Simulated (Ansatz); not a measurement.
BN:
```xyz
8
Lattice="2.4982 0.0000 0.0000 -1.2491 2.1635 0.0000 0.0000 0.0000 13.7428" Properties=species:S:1:pos:R:3 pbc="T T T"
B      0.0000     1.4423     1.6519
B      1.2491     0.7212     8.5233
B      1.2491     0.7212    12.0909
B      0.0000     1.4423     5.2195
N      0.0000     1.4423     8.5241
N      1.2491     0.7212     1.6527
N      1.2491     0.7212     5.2187
N      0.0000     1.4423    12.0901
```

Relaxed with r²SCAN+D4. Special points in fractions of this cell's reciprocal vectors: Γ (0.000, 0.000, 0.000); M (0.500, 0.000, 0.000); K (0.333, 0.333, 0.000); A (0.000, 0.000, 0.500); L (0.500, 0.000, 0.500); H (0.333, 0.333, 0.500).

**Question.** List the band energies nearest the valence-band maximum at these points for plane-wave PAW r²SCAN+D4 (Ansatz code).

**Answer.** In eV from the valence-band maximum; about four levels below and three above (degenerate sets whole), none deeper than 8.9 eV; points with the same levels are listed once.

| k | below | above |
|---|---|---|
| Γ | -1.52 -1.52 -1.51 -1.51 | 5.18 7.22 7.77 |
| M | -1.60 -1.18 -1.08 -0.63 | 4.37 5.05 5.34 |
| K | -0.38 -0.38 -0.04 -0.04 | 4.76 4.76 5.62 5.62 |
| A | -1.51 -1.51 -1.51 -1.51 | 5.84 5.84 9.40 9.40 |
| L | -1.46 -1.46 -0.78 -0.78 | 4.60 4.60 5.86 5.86 |
| H | -0.38 -0.38 -0.04 -0.04 | 4.77 4.77 5.61 5.61 |

Space group P6_3/mmc. The cell is a constructed one: a structure type filled with these elements. Its sites differ from those of the usual phase in this space group: another stacking or structure type. The r²SCAN+D4 relaxation kept the symmetry of its start; phonons on a q-mesh show weakly imaginary modes. The volume moved by 56 % from the start of the relaxation.

Potentials: the later of the program's two PAW sets.
